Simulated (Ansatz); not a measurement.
Polymorphs of NbAg, each relaxed with DFT-PBE in the program Ansatz with PAW potentials:

A: rock salt (Fm-3m)
a = b = c = 5.4599 Å, α = β = γ = 90.00°

```tsv
atom	site	symmetry	x	y	z
Ag	4a	m-3m	0.0000	0.0000	0.0000
Nb	4b	m-3m	0.5000	0.5000	0.5000
```

B: Pmma
a = 4.777 Å, b = 2.780 Å, c = 5.323 Å, α = 90.00°, β = 90.00°, γ = 90.00°

| atom | site | symmetry | x | y | z |
|---|---|---|---|---|---|
| Ag | 2e | mm2 | 0.7500 | 0.0000 | 0.1468 |
| Nb | 2f | mm2 | 0.2500 | 0.5000 | 0.3526 |

Problem. Put the candidates in order of energy per atom at 0 K, lowest first, for PBE.

Solution. B (+0 meV/atom), A (+905 meV/atom)

Typed or built starts, not in the databases checked: A; B. All cells were relaxed under the symmetry of their starts (and spin orders); stability against distortions was not tested throughout. Rows with no word on spin ran without spin polarisation. Spin–orbit coupling is left out wherever it is not named.

Energies hold the estimated change up to a 700 eV cutoff; steps of a few meV lie near the error of the meshes.

Potentials: the later of the program's two PAW sets.
